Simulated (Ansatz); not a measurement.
Consider the following.

NaF:
```cif
data_FNa
_chemical_formula_sum 'Na1 F1'
_space_group_name_H-M_alt 'P 1'
_space_group_IT_number 1
_cell_length_a 3.64499
_cell_length_b 3.64499
_cell_length_c 3.64499
_cell_angle_alpha 60.000
_cell_angle_beta 60.000
_cell_angle_gamma 60.000
loop_
_space_group_symop_operation_xyz
  'x, y, z'
loop_
_atom_site_label
_atom_site_type_symbol
_atom_site_fract_x
_atom_site_fract_y
_atom_site_fract_z
_atom_site_occupancy
Na1 Na 0.00000 0.00000 0.00000 1
F1 F 0.25000 0.25000 0.25000 1
```

This is the PBE-relaxed structure.

### Question
All from plane-wave PAW PBE (Ansatz code), unless another level is named. Estimate the hole effective mass, band 1 of 3 at the edge.

### Answer
14 along [100] (mₑ).

### Question
Next, the electron effective mass?

### Answer
0.63 mₑ (isotropic).

### Question
And the band gap?

### Answer
5.45 eV (direct).

### Question
Predict the hole effective mass, band 2 of 3 at the edge.

### Answer
14 along [100], 14 along [110] (mₑ).

### Question
Next, the hole effective mass, band 3 of 3 at the edge?

### Answer
1.9 along [100], 1.7 along [110], 1.6 along [111] (mₑ).

### Question
What about the weight of the valence-edge state by species (Voronoi cells)?

### Answer
F 97 %, Na 3 %.

Space group F-43m (zinc blende). The start of the workflow was typed in or built on a structure type; neither database checked (COD, Materials Project) lists it. It is not the phase usual at ambient conditions (space group No. 225). The PBE relaxation kept the symmetry of its start; its stability against distortions is not shown here.

Potentials: the later of the program's two PAW sets.
